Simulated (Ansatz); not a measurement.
GaSb:
```cif
data_Ga2Sb2
_chemical_formula_sum 'Ga2 Sb2'
_space_group_name_H-M_alt 'P63/mmc'
_space_group_IT_number 194
_space_group_name_Hall '-P 6c 2c'
_cell_length_a 3.87088
_cell_length_b 3.87088
_cell_length_c 7.14689
_cell_angle_alpha 90.000
_cell_angle_beta 90.000
_cell_angle_gamma 120.000
loop_
_atom_site_label
_atom_site_type_symbol
_atom_site_symmetry_multiplicity
_atom_site_Wyckoff_symbol
_atom_site_fract_x
_atom_site_fract_y
_atom_site_fract_z
_atom_site_occupancy
Ga1 Ga 2 a 0.00000 0.00000 0.00000 1
Sb1 Sb 2 c 0.33333 0.66667 0.25000 1
```

Relaxed at zero pressure with PBEsol (plane waves, PAW; program Ansatz).

The volume is lowered by 6 % and shape and atoms relax at that volume. What pressure results, and how do the axes share the change?

4.5 GPa; a -2.4 %, b -2.4 %, c -1.4 %; the energy rises by 18 meV/atom.

Give the new structure.


Space group P6₃/mmc (No. 194); a = b = 3.7795 Å, c = 7.0468 Å, α = β = 90.00°, γ = 120.00°

| atom | site | symmetry | x | y | z |
|---|---|---|---|---|---|
| Ga | 2a | -3m. | 0.0000 | 0.0000 | 0.0000 |
| Sb | 2c | -6m2 | 0.3333 | 0.6667 | 0.2500 |

The phase is kept; no other phase was compared at this pressure.

Space group P6_3/mmc (NiAs type). The start of the workflow was typed in or built on a structure type; neither database checked (COD, Materials Project) lists it. It is not the phase usual at ambient conditions (space group No. 216). The PBEsol relaxation kept the symmetry of its start; of distortions, only those at the zone centre were tested. Scalar-relativistic: spin–orbit coupling is off unless named, which matters more the heavier the elements.

Potentials: the later of the program's two PAW sets.
